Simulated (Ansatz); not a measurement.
**Computed properties of Ta₂O₅**

Ta2O5:
```yaml
crystal:
  lattice:
    - [3.83932, 0.00000, 0.00000]
    - [0.00000, 3.85882, 0.00000]
    - [-1.91710, 0.00000, 6.50126]
  atoms:
    - { symbol: Ta, position: [0.64616, 0.00000, 0.79225] }
    - { symbol: Ta, position: [0.35384, 0.00000, 0.20775] }
    - { symbol: O, position: [0.64990, 0.50000, 0.79913] }
    - { symbol: O, position: [0.35010, 0.50000, 0.20087] }
    - { symbol: O, position: [0.18523, 0.00000, 0.87028] }
    - { symbol: O, position: [0.81477, 0.00000, 0.12972] }
    - { symbol: O, position: [0.50000, 0.00000, 0.50000] }
```

Space group Cmmm (No. 65); conventional cell a = 3.839 Å, b = 13.003 Å, c = 3.859 Å, α = 90.00°, β = 90.00°, γ = 90.00°.

Method: the program Ansatz at the PBEsol level (PAW). The cell and atoms are relaxed at this level. Other levels are named where they apply.

Cell and energy:

| Property | Result |
|---|---|
| Volume per atom | 13.76 Å³ |
| Density | 7.62 g/cm³ |
| Formation energy from the elements (no fitted shifts) | -2.84 eV/atom |

Electronic structure:

| Item | Value |
|---|---|
| Band gap | 2.17 eV (indirect) |
| Valence-band maximum | at E (k = 0.500, 0.500, 0.500 in fractions of the reciprocal vectors) |
| Conduction-band minimum | at B (k = 0.000, 0.000, 0.500 in fractions of the reciprocal vectors) |
| Smallest direct gap on the standard path | 2.80 eV |
| Electron effective mass | 0.23, 0.32, 11 mₑ (principal values) |
| Electron effective mass with spin–orbit coupling | 0.23, 0.35, 7.4 mₑ (principal values) |
| HSE06 gap on the PBEsol cell | 3.65 eV |
| Gap with spin–orbit coupling | 2.15 eV |

Dielectric response:

| Item | Value |
|---|---|
| Electronic dielectric constant ε∞ (DFPT) | 4.72 (xx), 6.71 (yy), 4.75 (zz) |
| Born charges (a third of the trace) | Ta +7.98, O -3.47 to -2.90 e |

Phonons:

| Property | Result |
|---|---|
| Highest zone-centre frequency (without LO–TO term) | 850 cm⁻¹ |
| Zone-centre stability | unstable, softest mode 16i cm⁻¹ |
| Dynamical stability on the path | unstable, down to 17i cm⁻¹ |

The workflow started from a Materials Project entry (that database holds measured and hypothetical structures alike); the Crystallography Open Database copy checked does not list it. COD files the formula under space group No. 49. Whether it is the stable phase at ambient conditions was not checked. The cell was relaxed with PBEsol under the symmetry of its start. The run is not spin-polarised. Point labels and valley counts follow the cell and symmetry of the run, lower than the named group. The references are the lowest solids computed at this level, not always the standard phases (solids in place of the gases). Scalar-relativistic: spin–orbit coupling is off unless named, which matters more the heavier the elements.

Potentials: the earlier of the program's two PAW sets. The files were generated under PBE; for other functionals the program regenerates the frozen cores, and for LDA and PBEsol the local potential too.
